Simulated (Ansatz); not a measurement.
## SnI4O12 and a variant

Base: a refined structure from the COD, ions relaxed with PBE at fixed cell.

```xyz
17
Lattice="5.0576 0.0000 0.0000 0.1062 6.2799 0.0000 0.1980 0.3362 8.3774" Properties=species:S:1:pos:R:3 pbc="T T T"
Sn    0.0990    0.1681    4.1887
I     2.6893    4.9548    1.9866
I     2.6726    1.6613    6.3908
I     5.2001    4.6769    7.0687
I     0.1618    1.9392    1.3087
O     4.1225    6.1215    2.4843
O     1.2394    0.4946    5.8931
O     1.7023    5.1376    3.5533
O     3.6595    1.4785    4.8241
O     4.4890    4.8957    5.3351
O     0.8728    1.7204    3.0424
O     4.3997    3.0299    7.4180
O     0.9621    3.5862    0.9594
O     3.4889    3.4158    2.4342
O     1.8729    3.2003    5.9433
O     3.9768    5.7331    7.9239
O     1.3851    0.8830    0.4536
```

Sites (sets of like atoms) are named by element and the number of their first atom in this list.

The numbers come from a DFT calculation in Ansatz (PBE, plane waves and PAW, scalar-relativistic, 420 eV cutoff, Γ-centred 4×4×3 k-points, Fermi–Dirac smearing 0.02 eV).

Q: Variant: equal xy, yz and zx engineering shear strains of -1 %, ions relaxed. What happens to the gradients (10²¹ V/m²)?

A: 

```tsv
site	atoms	V_zz base	η base	V_zz variant	η variant
Sn	1	-5.51	0.51	-5.86	0.29
I2	2, 3	-51.8	0.49	-52.2	0.50
I4	4, 5	-50.2	0.19	-50.4	0.19
O6	6, 7	12.92	0.58	12.59	0.62
O8	8, 9	14.47	0.37	14.69	0.36
O10	10, 11	13.96	0.62	14.15	0.60
O12	12, 13	14.71	0.45	14.72	0.44
O14	14, 15	15.49	0.23	15.58	0.24
O16	16, 17	13.13	0.30	13.23	0.29
```

The largest change of V_zz is on I2, from -51.8 to -52.2. The whole tensor moves most on I4, by 1.70 along its most changed direction. In per cent, |V_zz| changes by +6 on Sn, 0 to +1 on I, -3 to +2 on O (all sites that start above 0.5). Where |V_zz| stays above 0.1, η moves most on Sn, from 0.51 to 0.29.

Without spin–orbit coupling the gradients at and beside I can be off by some per cent, at some sites by more.
